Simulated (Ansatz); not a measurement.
HfO2:
Space group P4₂/nmc, origin choice 1 (No. 137); a = 3.5675 Å, b = 3.5675 Å, c = 5.1668 Å, α = 90.00°, β = 90.00°, γ = 90.00°

| atom | site | symmetry | x | y | z |
|---|---|---|---|---|---|
| Hf | 2a | -4m2 | 0.0000 | 0.0000 | 0.0000 |
| O | 4d | 2mm. | 0.0000 | 0.5000 | 0.2001 |

Relaxed with PBEsol.

Q: Give the optical modes at the zone centre with their infrared activity from DFPT, PBEsol in the plane-wave PAW code Ansatz.

A: Transverse frequencies, without the LO–TO term; a row sums one degenerate level.

| ω (cm⁻¹) | degeneracy | IR ((D/Å)²/amu) | activity | symmetry |
|---|---|---|---|---|
| 78 | 2 | 38.74 | IR | Eu |
| 99 | 2 | 0.00 | IR-inactive | Eg |
| 223 | 1 | 0.00 | IR-inactive | B1g |
| 297 | 1 | 0.00 | IR-inactive | A1g |
| 314 | 1 | 40.01 | IR | A2u |
| 440 | 2 | 0.00 | IR-inactive | Eg |
| 457 | 2 | 71.10 | IR | Eu |
| 590 | 1 | 0.00 | IR-inactive | B1g |
| 650 | 1 | 0.00 | IR-inactive | B2u |
| 662 | 2 | 0.00 | IR-inactive | Eg |

Q: How high does the top mode go among those that the LO–TO term moves?

A: 702 cm⁻¹ for q along x, 702 cm⁻¹ for q along y, 605 cm⁻¹ for q along z.

Space group P4_2/nmc. This is a known high-temperature phase of the composition, computed here at zero pressure and temperature. The cell was relaxed with PBEsol under the symmetry of its start; whether a distortion lowers the energy is not shown. The run is not spin-polarised. Scalar-relativistic: spin–orbit coupling is off unless named, which matters more the heavier the elements.

Potentials: the earlier of the program's two PAW sets. The files were generated under PBE; for other functionals the program regenerates the frozen cores, and for LDA and PBEsol the local potential too.
